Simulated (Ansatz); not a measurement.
Ca2SeO, ordered on the rocksalt lattice (P4/mmm) with 4 atoms a cell, relaxed with r2SCAN, was run in Ansatz under altered settings. All numbers are computed, without spin polarisation but where a row says otherwise.

```yaml
crystal:
  lattice:
    - [3.88286, 0.00000, 0.00000]
    - [0.00000, 3.88286, 0.00000]
    - [0.00000, 0.00000, 5.49445]
  atoms:
    - { symbol: O, position: [0.00000, 0.00000, 0.00000] }
    - { symbol: Ca, position: [0.00000, 0.00000, 0.50000] }
    - { symbol: Se, position: [0.50000, 0.50000, 0.50000] }
    - { symbol: Ca, position: [0.50000, 0.50000, 0.00000] }
```

The base run's other keys:
```yaml
kpoints:
  mp_grid: { grid: [4, 4, 2] }
hamiltonian:
  xc: hse06
scf:
  occupations: { method: fixed }
  n_extra_bands: 5
```

It takes 13 iterations with 1659 plane waves at 420 eV and 12 k points, and leaves a mean stress of +0.43 GPa. The gap over this mesh is 3.231 eV. It ran on 4 threads of Intel(R) Xeon(R) Platinum 8488C (Sapphire Rapids), on a shared host.

Outcomes, with energy and stress as changes against the base:
```tsv
setting	outcome	ΔF (meV/atom)	Δ mean stress (GPa)	gap on the mesh (eV)	iterations	wall time
PBE hybrid, exx coeff 0.4, omega 0.1 1/Å	converged	–	-0.6	4.488	17	13 s
PBE hybrid, exx coeff 0.2, omega 0.1 1/Å	converged	–	+0.1	3.254	12	10 s
scf.max_iter: 5	converged	0.0	0.0	3.231	21	16 s
scf.convergence.dr2_threshold: 0.01	converged, warned	0.0	0.0	3.231	19	12 s
```
A dash marks a value that wasn't obtained or can't be compared. Stress is positive in compression. The base took 11 s. The base's mesh is coarse for a hybrid, so its own values aren't converged.

- PBE hybrid, exx coeff 0.4, omega 0.1 1/Å. That is 40 % exact exchange, screened with ω = 0.1 1/Å, against HSE06's 25 % screened at 0.208 1/Å. The mean stress moves by -0.6 GPa and the gap on the mesh by +1.257 eV (to 4.488). Totals of different functionals aren't comparable. The program warns that on this mesh the truncation of the exchange isn't bounded, so part of the change can be an error of the mesh.
- PBE hybrid, exx coeff 0.2, omega 0.1 1/Å. That is 20 % exact exchange, screened with ω = 0.1 1/Å, against HSE06's 25 % screened at 0.208 1/Å. The mean stress moves by +0.1 GPa and the gap on the mesh by +0.023 eV (to 3.254). Totals of different functionals aren't comparable. The program warns that on this mesh the truncation of the exchange isn't bounded, so part of the change can be an error of the mesh.
- scf.convergence.dr2_threshold: 0.01. It converges in 19 iterations against the base's 13. Even so loose a threshold leaves the results unchanged here, which can't be counted on. Warned: force scf threshold loose.

Within 1 meV an atom, 0.1 GPa and 0.005 eV of the base stay: scf.max_iter: 5; scf.convergence.dr2_threshold: 0.01.

The runs are scalar-relativistic, without spin-orbit coupling.

The meshes of the hybrids are coarse, so their gaps aren't converged to the digits shown.
